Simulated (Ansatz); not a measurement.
Zr:
```
Zr
1.0
    3.24172     0.00000     0.00000
   -1.62086     2.80741     0.00000
    0.00000     0.00000     5.14508
Zr
2
Direct
  0.33333   0.66667   0.75000
  0.66667   0.33333   0.25000
```

Relaxed with r²SCAN+D4. Special points in fractions of this cell's reciprocal vectors: Γ (0.000, 0.000, 0.000); M (0.500, 0.000, 0.000); K (0.333, 0.333, 0.000); A (0.000, 0.000, 0.500); L (0.500, 0.000, 0.500); H (0.333, 0.333, 0.500).

List the band energies nearest the Fermi level at these points for r²SCAN+D4 in the plane-wave PAW code Ansatz.

In eV from the Fermi level; about four levels below and three above (degenerate sets whole), none deeper than 8.9 eV; points with the same levels are listed once.

```
k                    below                          above
-  -----------------------  -----------------------------
Γ              -6.01 -3.20                 0.95 0.95 1.03
M  -2.70 -2.66 -2.26 -0.41                 0.64 0.85 1.57
K  -2.20 -1.53 -1.53 -1.27                 0.32 0.32 1.97
A              -4.21 -4.21  0.02 0.02 0.86 0.86 0.86 0.86
L  -3.01 -3.01 -1.09 -1.09            1.55 1.55 2.37 2.37
H  -1.40 -1.40 -0.15 -0.15            2.23 2.23 4.56 4.56
```

Space group P6_3/mmc (hcp (Mg type)). Symmetry was held in the r²SCAN+D4 relaxation. No spin polarisation was allowed. The pairwise dispersion correction was not fitted to metals. Spin–orbit coupling is left out wherever it is not named.

Potentials: the later of the program's two PAW sets.
